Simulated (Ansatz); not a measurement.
Here is the system:

VSe₂:
```cif
data_Se2V
_chemical_formula_sum 'V1 Se2'
_space_group_name_H-M_alt 'P 1'
_space_group_IT_number 1
_cell_length_a 3.27550
_cell_length_b 3.27550
_cell_length_c 6.13807
_cell_angle_alpha 90.000
_cell_angle_beta 90.000
_cell_angle_gamma 120.000
loop_
_space_group_symop_operation_xyz
  'x, y, z'
loop_
_atom_site_label
_atom_site_type_symbol
_atom_site_fract_x
_atom_site_fract_y
_atom_site_fract_z
_atom_site_occupancy
V1 V 0.00000 0.00000 0.00000 1
Se1 Se 0.66667 0.33333 0.74439 1
Se2 Se 0.33333 0.66667 0.25561 1
```

This is the PBEsol-relaxed structure.

Question: All from the program Ansatz at the PBEsol level (PAW), unless another level is named. Estimate the electronic character.

Answer: metallic (no gap).

Question: Predict the density of states at the Fermi level.

Answer: 0.82 states/eV per atom (mean over ±0.08 eV).

Question: What about the formation energy from the elements (no fitted shifts)?

Answer: -0.73 eV/atom.

Question: Predict the gap with spin–orbit coupling.

Answer: none (metallic).

Space group P-3m1 (CdI2 type). The workflow started from a Materials Project entry (that database holds measured and hypothetical structures alike); the Crystallography Open Database files this formula in space group No. 164, but the cells were not matched. Its standing as an ambient phase is unchecked. The PBEsol relaxation kept the symmetry of its start; of distortions, only those at the zone centre were tested. The workflow began spin-polarised and lost its moments. The cell computed holds one magnetic atom, so no antiferromagnetic order was within reach. A crystal of weakly bound layers computed without a dispersion correction: the cell and the soft elastic constants depend strongly on that. The references are the lowest solids computed at this level, not always the standard phases. Spin–orbit coupling is left out wherever it is not named.

Potentials: the later of the program's two PAW sets.
